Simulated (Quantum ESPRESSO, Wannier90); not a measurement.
# Tight-binding from DFT: InP (wurtzite)

```
begin unit_cell_cart
ang
    4.1681099369    0.0000000000    0.0000000000
   -2.0840549684    3.6096890911    0.0000000000
    0.0000000000    0.0000000000    6.8399900000
end unit_cell_cart
begin atoms_frac
In  -0.3333333333  0.3333333333 -0.4998000000
In   0.3333333333 -0.3333333333  0.0002000000
P   -0.3333333333  0.3333333333 -0.1252000000
P    0.3333333333 -0.3333333333  0.3748000000
end atoms_frac
```

Structure: Materials Project mp-966800, symmetrised, not relaxed again. Not found in the COD (Crystallography Open Database) copy used, which has the formula in other groups; not checked further. Level: PBEsol, no spin polarisation, no spin-orbit coupling; pw.x of Quantum ESPRESSO at 56 Ry with PseudoDojo potentials, 12×12×6 k-points, Wannier90. Density: 12×12×6 mesh, Gaussian smearing 0.01 Ry. Spin-orbit coupling is left out although heavy elements are present.

Bands 11-12 form an isolated set from -11.45 to -9.05 eV relative to the valence-band maximum (on the path) and are turned into 2 Wannier functions by minimising the spread from the start: atomic waves P 3s.

Centres (Cartesian, Å; one of the equivalent choices) and spreads:

```csv
n,x,y,z,spread (Å²),nearest atom
1,-2.084,1.203,-0.849,2.472,P3
2,2.084,-1.203,2.571,2.472,P4
```

Ω_I = 4.92 Å², Ω_total = 4.94 Å²; the interpolated bands follow pw.x to 0.0 meV rms on the path. Only this start was tried; a symmetric start can stop on a saddle, and mixtures of these functions could lower the total by at most Ω_total − Ω_I.
